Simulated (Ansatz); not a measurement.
In plane-wave PAW PBE (Ansatz code), BAs in the tetragonal phase (P4_2/mnm; B on 4g, As on 4f) relaxes to a = 5.889 Å, c = 3.390 Å. Its formation energy from the elements is 0.092 eV/atom, with no fitted shifts.

It is gapped at this level: 0.80 eV (indirect). The valence maximum lies at Γ and the conduction minimum on the Γ–Z line, 58 % of the way from Γ (2 equivalent valleys). Gap from PBE with spin–orbit coupling: 0.74 eV. The electron mass is 0.35, 0.35, 0.46 mₑ (principal values).

An equation-of-state fit gives a bulk modulus of 120 GPa.

The start of the workflow was typed in or built on a structure type; neither database checked (COD, Materials Project) lists it. It is not the phase usual at ambient conditions (space group No. 216). Symmetry was held in the PBE relaxation; its stability against distortions is not shown here. The references are the lowest solids computed at this level, not always the standard phases. Spin–orbit coupling is left out wherever it is not named.

Potentials: the later of the program's two PAW sets.
